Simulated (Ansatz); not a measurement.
A relaxation computed with Ansatz, from input to last step.

```yaml
crystal:
  lattice:
    - [-5.41900962, 0.0, 0.0]
    - [-2.70950481, 5.41900962, 2.70950481]
    - [-2.70950481, 2.70950481, -5.41900962]
  atoms:
    - { symbol: O, position: [0.6487360089, 0.2986482697, 0.8979369129] }
    - { symbol: O, position: [0.2503440604, 0.5026855284, 0.4964771008] }
    - { symbol: O, position: [0.8556816893, 0.702099286, 0.0970094797] }
    - { symbol: O, position: [0.4450411672, 0.9052882215, 0.7045845938] }
    - { symbol: O, position: [0.0449933134, 0.1075848714, 0.2968568938] }
    - { symbol: O, position: [0.9530265624, 0.8994548417, 0.6943390984] }
    - { symbol: O, position: [0.5491956267, 0.0983140516, 0.3031064375] }
    - { symbol: O, position: [0.1567878808, 0.2984991168, 0.8971563763] }
    - { symbol: O, position: [0.7573270758, 0.4949416955, 0.4984741832] }
    - { symbol: "Y", position: [0.9900276612, 0.0021853641, 0.999094376] }
    - { symbol: "Y", position: [0.5967520975, 0.2015162717, 0.5989699062] }
    - { symbol: Hf, position: [0.1954344529, 0.4012747455, 0.1961734233] }
    - { symbol: Hf, position: [0.794665405, 0.6047955971, 0.8037550995] }
    - { symbol: Hf, position: [0.4076311107, 0.7968995961, 0.4001420083] }
  symmetry: { detect: false }
basis:
  ecutwfc: 420
kpoints:
  mp_grid: { grid: [2, 2, 2], shift: [0.5, 0.5, 0.5] }
hamiltonian:
  xc: pbesol
scf:
  occupations: { method: gaussian, width: 0.1 }
  lower_state_search: "off"
output:
  forces: true
  stress: true
  eigenvalues: true
relax:
  adjacent_minimum: "off"
  f_tol: 0.04
  max_steps: 50
  cell: { stress_tol: 0.3 }
```

```bash
ansatz run input.yaml --threads 4 --pin off --max-ram 9216MiB --backend cpu --events-out ev --progress --plain --runs-dir out
```

Computed with DFT PBEsol, scalar-relativistic, plane waves, PAW (Ansatz).

Of 9 frames 8 are shown, positions in Å and forces in eV/Å; the SCF threshold varies from step to step. Steps run on the plane waves of an earlier cell, with a Pulay correction in the pressure. The basis is chosen afresh for the last frame, the zero of the energies, and at times for earlier ones too; energy and pressure can step there, also at an unchanged geometry. Here that happened at step 7 (4 meV/atom, -0.6 GPa); frames between the last choice of the basis and such a step carry an error that grows, as the cell changes, to that size.

```xyz
14
Lattice="-5.4190 0.0000 0.0000 -2.7095 5.4190 2.7095 -2.7095 2.7095 -5.4190" Properties=species:S:1:pos:R:3:forces:R:3 pbc="T T T" step=1 free_energy_over_end_meV_per_atom=546.80 pressure_GPa=-24.33
O    -6.7577    4.0513   -4.0567   -0.4263    3.5474   -0.2692
O    -4.0639    4.0693   -1.3284    0.7560    0.9389    2.3976
O    -6.8021    4.0675    1.3766    1.2835   -0.8929   -0.9652
O    -6.7736    6.8148   -1.3653    0.1775   -2.4445   -1.6559
O    -1.3397    1.3873   -1.3172   -1.9074   -1.3923    0.3599
O    -9.4829    6.7555   -1.3256   -0.0081   -1.6917   -0.3645
O    -4.0637    1.3540   -1.3762    1.8426   -0.3947   -0.0499
O    -4.0893    4.0484   -4.0529    0.3490    2.3110    0.1225
O    -6.7956    4.0327   -1.3602   -0.6725    1.2610    1.3084
Y    -8.0779    2.7189   -5.4082    0.8397    1.9259    1.7026
Y    -5.4027    2.7149   -2.6998   -0.1052   -0.3491   -0.1085
Hf   -2.6778    2.7060    0.0242    2.4014   -3.6124   -2.7777
Hf   -8.1228    5.4552   -2.7169   -2.4747   -2.7610    3.0321
Hf   -5.4523    5.4026   -0.0092   -2.0555    3.5544   -2.7323
14
Lattice="-5.2627 0.0073 0.0095 -2.6434 5.2314 2.6072 -2.6255 2.6378 -5.2407" Properties=species:S:1:pos:R:3:forces:R:3 pbc="T T T" step=2 free_energy_over_end_meV_per_atom=113.16 pressure_GPa=-10.52
O    -6.5685    4.1031   -3.9159   -0.0547    2.0324   -0.0684
O    -3.9336    3.9607   -1.1614    0.3906    0.2184    1.1957
O    -6.5575    3.9008    1.2888    0.8859   -0.0888   -0.2713
O    -6.5959    6.5160   -1.4195    0.1552   -0.9004   -0.7870
O    -1.3582    1.2567   -1.2885   -0.6991   -0.8632    0.0197
O    -9.2187    6.4897   -1.2980   -0.2490   -0.3452    0.0390
O    -3.8804    1.3097   -1.3334    0.8392    0.1550   -0.4807
O    -3.9543    4.0087   -3.9058    0.2359    0.3909    0.5085
O    -6.6249    3.9525   -1.2685   -0.4055    0.1009    0.1452
Y    -7.7958    2.7202   -5.1646    0.6006    0.6236    0.3099
Y    -5.2500    2.6327   -2.6111   -0.1360    0.1519    0.0305
Hf   -2.5146    2.5005   -0.0780    1.0307   -1.2136   -0.6704
Hf   -7.9940    5.1816   -2.5120   -1.3907   -1.2264    1.1256
Hf   -5.3810    5.3513   -0.1149   -1.2033    0.9644   -1.0962
14
Lattice="-5.2236 0.0274 0.0544 -2.6664 5.1946 2.5594 -2.5711 2.6523 -5.1335" Properties=species:S:1:pos:R:3:forces:R:3 pbc="T T T" step=3 free_energy_over_end_meV_per_atom=22.53 pressure_GPa=-4.65
O    -6.4728    4.3064   -3.8041    0.0011    0.7822   -0.2602
O    -3.9409    3.9425   -0.9798    0.2459    0.2866    0.5330
O    -6.4266    3.8925    1.2989    0.4339   -0.0588   -0.2352
O    -6.5791    6.4894   -1.4640   -0.0008   -0.5754   -0.3931
O    -1.3433    1.1656   -1.2469   -0.3376   -0.4269   -0.0316
O    -9.2084    6.4777   -1.2127   -0.0964    0.0694   -0.0442
O    -3.8283    1.3555   -1.3461    0.3919    0.0364   -0.1688
O    -3.8840    3.9689   -3.7723    0.1247    0.1861    0.3428
O    -6.6357    3.9135   -1.2436   -0.2221   -0.0506    0.1160
Y    -7.6176    2.7995   -4.9953   -0.3197    0.2398   -0.4974
Y    -5.2438    2.6531   -2.5605    0.4269    0.0180    0.5893
Hf   -2.4455    2.4576   -0.0745    0.1197   -0.2874   -0.1216
Hf   -7.9974    5.1518   -2.3655   -0.4929   -0.2395    0.4074
Hf   -5.4217    5.3460   -0.1297   -0.2743    0.0202   -0.2364
14
Lattice="-5.2032 0.0533 0.0367 -2.6733 5.1150 2.4842 -2.5916 2.6625 -5.0966" Properties=species:S:1:pos:R:3:forces:R:3 pbc="T T T" step=4 free_energy_over_end_meV_per_atom=-0.54 pressure_GPa=1.34
O    -6.5090    4.4892   -3.8386   -0.0537   -0.1341   -0.2256
O    -3.9166    3.9536   -0.8795   -0.0174    0.0909   -0.1091
O    -6.3631    3.8464    1.2035    0.0108    0.0157   -0.0486
O    -6.5776    6.3735   -1.5988    0.0222    0.0960    0.2030
O    -1.3747    1.0312   -1.2344   -0.1324    0.0985   -0.0227
O    -9.2286    6.5286   -1.2759    0.0636   -0.2751    0.0671
O    -3.8081    1.3880   -1.3992    0.0927    0.0697    0.0692
O    -3.9168    3.9293   -3.7032    0.0202   -0.0678   -0.2041
O    -6.6567    3.8321   -1.3029   -0.0234    0.0999   -0.1662
Y    -7.6204    2.8558   -5.0214   -0.1021   -0.0413    0.0402
Y    -5.2111    2.6469   -2.5043   -0.0950   -0.1303   -0.1281
Hf   -2.4225    2.4082   -0.0876   -0.2870    0.0175    0.5807
Hf   -8.0460    5.1359   -2.3521    0.3918    0.3378   -0.2824
Hf   -5.4430    5.2777   -0.2215    0.1099   -0.1774    0.2264
14
Lattice="-5.2180 0.0629 0.0306 -2.6871 5.1282 2.4878 -2.6098 2.6674 -5.1048" Properties=species:S:1:pos:R:3:forces:R:3 pbc="T T T" step=5 free_energy_over_end_meV_per_atom=-3.58 pressure_GPa=0.10
O    -6.5660    4.4980   -3.8686   -0.0068    0.0087   -0.0436
O    -3.9277    3.9697   -0.8872    0.0090    0.0184   -0.0145
O    -6.3738    3.8715    1.1933   -0.0134   -0.0148   -0.0395
O    -6.6029    6.3995   -1.5693   -0.0170    0.0428    0.0137
O    -1.3905    1.0493   -1.2309   -0.0043    0.0063   -0.0243
O    -9.2586    6.5281   -1.3020    0.0213    0.0244    0.0694
O    -3.8155    1.3957   -1.3894   -0.0328    0.0182   -0.0105
O    -3.9573    3.9513   -3.7186    0.0151   -0.0616   -0.0180
O    -6.6828    3.8549   -1.3262    0.0288    0.0035   -0.0565
Y    -7.6694    2.8635   -5.0288   -0.0282    0.0612    0.0369
Y    -5.2349    2.6330   -2.5146    0.0101   -0.0256    0.0371
Hf   -2.4495    2.4303   -0.0707   -0.0489   -0.0622    0.0172
Hf   -8.0531    5.1653   -2.3839    0.0358    0.0111    0.0364
Hf   -5.4557    5.2809   -0.2069    0.0314   -0.0305   -0.0039
14
Lattice="-5.2129 0.0687 0.0266 -2.6884 5.1371 2.4905 -2.6142 2.6694 -5.1086" Properties=species:S:1:pos:R:3:forces:R:3 pbc="T T T" step=6 free_energy_over_end_meV_per_atom=-3.76 pressure_GPa=0.06
O    -6.5788    4.5286   -3.8834    0.0121   -0.0019   -0.0056
O    -3.9254    3.9801   -0.8959   -0.0061    0.0044   -0.0005
O    -6.3753    3.8780    1.1856   -0.0071    0.0015   -0.0079
O    -6.6056    6.4113   -1.5622    0.0021    0.0054    0.0069
O    -1.3912    1.0451   -1.2324    0.0082   -0.0054    0.0020
O    -9.2549    6.5498   -1.3022    0.0058   -0.0082    0.0052
O    -3.8137    1.3950   -1.3892    0.0056   -0.0024   -0.0008
O    -3.9651    3.9531   -3.7223    0.0079   -0.0100   -0.0005
O    -6.6776    3.8623   -1.3412    0.0129   -0.0011   -0.0102
Y    -7.6730    2.8763   -5.0255   -0.0107    0.0199   -0.0025
Y    -5.2259    2.6290   -2.5097   -0.0164    0.0046    0.0027
Hf   -2.4498    2.4319   -0.0732   -0.0166    0.0057    0.0337
Hf   -8.0515    5.1813   -2.3890    0.0001   -0.0002   -0.0192
Hf   -5.4540    5.2857   -0.2078    0.0019   -0.0122   -0.0034
14
Lattice="-5.2129 0.0687 0.0266 -2.6884 5.1371 2.4905 -2.6142 2.6694 -5.1086" Properties=species:S:1:pos:R:3:forces:R:3 pbc="T T T" step=7 free_energy_over_end_meV_per_atom=0.09 pressure_GPa=-0.50
O    -6.5788    4.5286   -3.8834    0.0140   -0.0013   -0.0069
O    -3.9254    3.9801   -0.8959   -0.0072    0.0046   -0.0002
O    -6.3753    3.8780    1.1856   -0.0077    0.0024   -0.0071
O    -6.6056    6.4113   -1.5622    0.0016    0.0044    0.0063
O    -1.3912    1.0451   -1.2324    0.0087   -0.0042    0.0029
O    -9.2549    6.5498   -1.3022    0.0064   -0.0075    0.0051
O    -3.8137    1.3950   -1.3892    0.0057   -0.0034   -0.0022
O    -3.9651    3.9531   -3.7223    0.0087   -0.0098    0.0010
O    -6.6776    3.8623   -1.3412    0.0124   -0.0028   -0.0101
Y    -7.6730    2.8763   -5.0255   -0.0108    0.0196   -0.0024
Y    -5.2259    2.6290   -2.5097   -0.0162    0.0045    0.0029
Hf   -2.4498    2.4319   -0.0732   -0.0166    0.0042    0.0337
Hf   -8.0515    5.1813   -2.3890    0.0000    0.0008   -0.0190
Hf   -5.4540    5.2857   -0.2078    0.0010   -0.0113   -0.0040
14
Lattice="-5.2103 0.0711 0.0261 -2.6893 5.1322 2.4866 -2.6146 2.6701 -5.1064" Properties=species:S:1:pos:R:3:forces:R:3 pbc="T T T" step=9 free_energy_over_end_meV_per_atom=0.00 pressure_GPa=-0.07
O    -6.5765    4.5311   -3.8826   -0.0066   -0.0051    0.0033
O    -3.9251    3.9785   -0.8945    0.0018   -0.0001   -0.0034
O    -6.3760    3.8763    1.1819   -0.0025   -0.0032   -0.0049
O    -6.6056    6.4099   -1.5643    0.0015   -0.0024    0.0047
O    -1.3906    1.0445   -1.2318   -0.0010    0.0020   -0.0002
O    -9.2540    6.5482   -1.3057    0.0038   -0.0034   -0.0009
O    -3.8121    1.3964   -1.3893    0.0004   -0.0072   -0.0003
O    -3.9639    3.9495   -3.7213   -0.0034    0.0144   -0.0006
O    -6.6760    3.8620   -1.3450   -0.0008    0.0022    0.0065
Y    -7.6722    2.8797   -5.0245    0.0017    0.0043    0.0004
Y    -5.2256    2.6287   -2.5084    0.0016   -0.0051    0.0014
Hf   -2.4502    2.4319   -0.0714    0.0114   -0.0006   -0.0066
Hf   -8.0498    5.1807   -2.3905   -0.0022    0.0019   -0.0023
Hf   -5.4537    5.2831   -0.2111   -0.0056    0.0023    0.0029
```

It took 22 s on 4 threads of Intel(R) Xeon(R) Platinum 8375C CPU @ 2.90GHz (Ice Lake), with other jobs on the host, peak memory 0.74 GiB.

The k mesh is coarse. Spin–orbit coupling is left out, which can shift energies with elements as heavy as these.